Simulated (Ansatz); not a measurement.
LiTaO$_{3}$:
```
LiTaO3
1.0
    3.91965     0.00000     0.00000
    0.00000     3.91965     0.00000
    0.00000     0.00000     3.99915
Ta Li O
1 1 3
Direct
  0.50000   0.50000   0.40862
  0.00000   0.00000   0.15064
  0.50000   0.50000   0.86650
  0.50000   0.00000   0.34012
  0.00000   0.50000   0.34012
```

Relaxed with PBEsol. Special points in fractions of this cell's reciprocal vectors: Γ (0.000, 0.000, 0.000); X (0.000, 0.500, 0.000); M (0.500, 0.500, 0.000); Z (0.000, 0.000, 0.500); R (0.000, 0.500, 0.500); A (0.500, 0.500, 0.500).

Question: List the band energies nearest the valence-band maximum at these points for DFT-PBEsol in the program Ansatz with PAW potentials.

Answer: In eV from the valence-band maximum; about four levels below and three above (degenerate sets whole), none deeper than 8.9 eV; points with the same levels are listed once.

```json
[
 {"k": "Γ", "below": "-1.42 -1.26 -1.26 -0.90", "above": "2.21 3.63 3.63"},
 {"k": "X", "below": "-2.23 -1.57 -1.27 -0.98", "above": "3.72 4.91 5.20"},
 {"k": "M", "below": "-1.71 -1.71 -1.31 -0.51", "above": "5.23 5.23 6.24"},
 {"k": "Z", "below": "-2.10 -2.10 -1.69 -1.06 -1.06", "above": "2.28 5.75 5.75"},
 {"k": "R", "below": "-2.39 -2.05 -1.30 0.00", "above": "4.91 5.81 6.44"},
 {"k": "A", "below": "-4.42 -4.42 -0.50 0.00 0.00", "above": "5.74 6.48 6.48"}
]
```

Space group P4mm. The start of the workflow was typed in or built on a structure type; neither database checked (COD, Materials Project) lists it. It is not the phase usual at ambient conditions (space group No. 161). The cell was relaxed with PBEsol under the symmetry of its start; whether a distortion lowers the energy is not shown. The run is not spin-polarised. Scalar-relativistic: spin–orbit coupling is off unless named, which matters more the heavier the elements.

Potentials: the earlier of the program's two PAW sets. The files were generated under PBE; for other functionals the program regenerates the frozen cores, and for LDA and PBEsol the local potential too.
